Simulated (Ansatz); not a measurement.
The start is a randomly generated symmetric cell of PtSe2 (space group No. 191). The cell and all atomic positions are relaxed at zero pressure with r2SCAN (plane waves to 500 eV, PAW, scalar-relativistic; Ansatz, a program for electronic structure). First-step values are on the input's coarse k-mesh.

Ansatz input (later rounds restart from its end on a renewed k-mesh):
Ansatz 0.2 input:
```yaml
crystal:
  lattice:
    - [8.4244214, 0, 0]
    - [-4.2122107, 7.295763, 0]
    - [0, 0, 2.1141117]
  atoms:
    - { symbol: Pt, position: [0.33333333, 0.66666667, 0.5] }
    - { symbol: Pt, position: [0.66666667, 0.33333333, 0.5] }
    - { symbol: Se, position: [0, 0, 0.5] }
    - { symbol: Se, position: [0.5, 0, 0] }
    - { symbol: Se, position: [0, 0.5, 0] }
    - { symbol: Se, position: [0.5, 0.5, 0] }
basis: { ecutwfc: 500, ecutrho_ratio: 4, xc_grid: 4, fft_grid_basis: typed }
kpoints: { mp_grid: { grid: [3, 3, 11] } }
hamiltonian:
  xc: r2scan
  dispersion: none
  pseudopotentials: { kind: paw }
scf: { occupations: { method: fermi_dirac, width: 0.05 } }
relax: { f_tol: 0.01, max_steps: 100, cell: { stress_tol: 0.02 } }
output: { forces: true, stress: true }
```

```yaml
initial_pressure: "+58 GPa (positive: the cell is compressed)"
energy_released: 1.91 eV/atom
volume_change: +7.2 %, from 21.66 to 23.22 Å³/atom
Shortest distances (start → end): "The closest pairs of elements (up to four, under 3.6 Å), start → end: Pt–Pt 2.11 → 2.96 Å; Se–Se 2.11 → 2.96 Å; Pt–Se 2.65 → 2.59 Å"
band_gap_at_the_end: no gap (metallic)
moments_at_the_end: net 0.20 μB/atom, ferromagnetic
optimiser_moves: 21
```

Final structure:

Space group P6/mmm (No. 191); a = b = 7.367 Å, c = 2.965 Å, α = β = 90.00°, γ = 120.00°

```
atom  site  symmetry       x       y       z
----  ----  --------  ------  ------  ------
Pt      2d      -6m2  0.3333  0.6667  0.5000
Se      1b     6/mmm  0.0000  0.0000  0.5000
Se      3f       mmm  0.0000  0.5000  0.0000
```

Final values are on a 8×8×16 k-mesh of the relaxed cell. The first round had no spin; a later round switched it on. Spin state reached: ferromagnetic (net 0.20 μB/atom); other spin orders were not run from this start.

The run could not lose the symmetry of its start: the end is stationary, and may be a saddle point rather than a minimum.

All atoms sit on sites fixed by symmetry, so only the cell could relax.

The relaxed structure here is a generated cell of PtSe2: the first start was made by a random draw of sites in a space group, and the end was not matched to a known phase here, so it may be hypothetical. Known forms of PtSe2 include space group No. 164.
